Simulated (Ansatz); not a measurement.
Sr:
```yaml
crystal:
  lattice:
    - [-2.33493, 2.33493, 2.33493]
    - [2.33493, -2.33493, 2.33493]
    - [2.33493, 2.33493, -2.33493]
  atoms:
    - { symbol: Sr, position: [0.00000, 0.00000, 0.00000] }
```

Relaxed with PBEsol. Special points in fractions of this cell's reciprocal vectors: Γ (0.000, 0.000, 0.000); H (0.500, -0.500, 0.500); N (0.000, 0.000, 0.500); P (0.250, 0.250, 0.250).

Q: List the band energies nearest the Fermi level at these points for PBEsol in the plane-wave PAW code Ansatz.

A: In eV from the Fermi level; about four levels below and three above (degenerate sets whole), none deeper than 8.9 eV; points with the same levels are listed once.

| k | below | above |
|---|---|---|
| Γ | -3.76 | 2.46 2.46 2.46 |
| H | -0.23 -0.23 | 3.90 3.90 3.90 |
| N | -1.06 | 0.35 1.21 3.73 |
| P | – | 0.37 0.37 0.37 |

Space group Im-3m (bcc (W type)). This is a known high-temperature phase of the composition, computed here at zero pressure and temperature. The PBEsol relaxation kept the symmetry of its start; its stability against distortions is not shown here. Spin–orbit coupling is left out wherever it is not named.

Potentials: the earlier of the program's two PAW sets.
